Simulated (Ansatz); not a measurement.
InP (zinc blende, F-43m), DFT-PBE in the program Ansatz with PAW potentials. The conduction-band minimum lies at Γ, with 1 equivalent valley. Second derivatives d²E/dk² of the lowest band at one valley (eV·Å²), along Cartesian directions:

```json
[
 {"direction": "[100]", "d²E/dk²": "209.6"},
 {"direction": "[010]", "d²E/dk²": "209.6"},
 {"direction": "[001]", "d²E/dk²": "209.6"},
 {"direction": "[110]", "d²E/dk²": "209.4"},
 {"direction": "[101]", "d²E/dk²": "209.4"},
 {"direction": "[011]", "d²E/dk²": "209.4"}
]
```

Find the principal effective masses, the density-of-states mass and the conductivity mass.

Off-diagonal terms follow from H_xy = H[110] − (H_xx + H_yy)/2, and m*/mₑ = 7.620 eV·Å² over each eigenvalue: 0.036, 0.036, 0.036. One valley's DOS mass (m₁m₂m₃)^(1/3) = 0.036, conductivity mass 3/(Σ 1/mᵢ) = 0.036 mₑ.

What effective density of states Nc follows at 300 K for parabolic valleys?

Nc = 2.509e19 × 1 × (0.036)^(3/2) ≈ 1.7e17 cm⁻³.

Symmetry was held in the PBE relaxation. Spin–orbit coupling is left out wherever it is not named.

Potentials: the later of the program's two PAW sets.

Edges and masses are those of Kohn–Sham bands, whose gap is no quasiparticle gap.
